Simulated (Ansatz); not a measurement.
CdO (rock salt, Fm-3m) at seven volumes, DFT-PBE in the program Ansatz with PAW potentials, scaled uniformly. One row is withheld.

```
V (Å³/atom)  P (GPa)
-----------  -------
12.327         14.87
12.733          9.03
13.139             ?
13.546          0.00
13.952         -3.46
14.359         -6.37
14.765         -8.82
```

Fit the shown pressures and predict the withheld one.

P = (3/2)B₀(x^(7/2) − x^(5/2))[1 + (3/4)(B′ − 4)(x − 1)] with x = (V₀/V)^(2/3). Least squares on the six rows gives V₀ = 13.546 Å³/atom, B₀ = 126 GPa, B′ = 4.79. At V = 13.139, x = 1.0205 and P = 4.14 GPa. The run itself gave 4.13 GPa.

The PBE relaxation kept the symmetry of its start; of distortions, only those at the zone centre were tested. The volume moved by 25 % from the start of the relaxation.

Potentials: the later of the program's two PAW sets.
